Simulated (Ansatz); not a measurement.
Te$_{2}$W:
```yaml
crystal:
  lattice:
    - [3.47557, 0.00000, 0.00000]
    - [-1.73779, 3.00993, 0.00000]
    - [0.00000, 0.00000, 13.83360]
  atoms:
    - { symbol: Te, position: [0.33333, 0.66667, 0.88039] }
    - { symbol: Te, position: [0.66667, 0.33333, 0.11961] }
    - { symbol: Te, position: [0.66667, 0.33333, 0.38039] }
    - { symbol: Te, position: [0.33333, 0.66667, 0.61961] }
    - { symbol: W, position: [0.33333, 0.66667, 0.25000] }
    - { symbol: W, position: [0.66667, 0.33333, 0.75000] }
```

Relaxed with LDA. Special points in fractions of this cell's reciprocal vectors: Γ (0.000, 0.000, 0.000); M (0.500, 0.000, 0.000); K (0.333, 0.333, 0.000); A (0.000, 0.000, 0.500); L (0.500, 0.000, 0.500); H (0.333, 0.333, 0.500).

### Question
List the band energies nearest the valence-band maximum at these points for LDA in the plane-wave PAW code Ansatz.

### Answer
In eV from the valence-band maximum; about four levels below and three above (degenerate sets whole), none deeper than 8.9 eV; points with the same levels are listed once.

```csv
k,below,above
Γ,-0.96 -0.96 -0.49 -0.02,3.08 3.08 3.22 3.22
M,-1.26 -1.16 -0.71 -0.38,1.75 1.79 1.82
K,-1.98 -1.98 -0.34 0.00,1.09 1.09 1.23
A,-0.98 -0.98 -0.98 -0.98 -0.14 -0.14,3.12 3.12 3.12 3.12
L,-1.18 -1.18 -0.55 -0.55,1.76 1.76 2.07 2.07
H,-2.19 -2.19 -0.21 -0.21,1.09 1.09 1.82 1.82
```

Space group P6_3/mmc. The first step of the workflow began from a Materials Project structure, measured or hypothetical; the Crystallography Open Database copy checked does not list it. COD files the formula under space group No. 31. Whether it is the stable phase at ambient conditions was not checked. Symmetry was held in the LDA relaxation; whether a distortion lowers the energy is not shown. No spin polarisation was allowed. A crystal of weakly bound layers computed without a dispersion correction: the cell and the soft elastic constants depend strongly on that. Scalar-relativistic: spin–orbit coupling is off unless named, which matters more the heavier the elements.

Potentials: the earlier of the program's two PAW sets. The files were generated under PBE; for other functionals the program regenerates the frozen cores, and for LDA and PBEsol the local potential too.
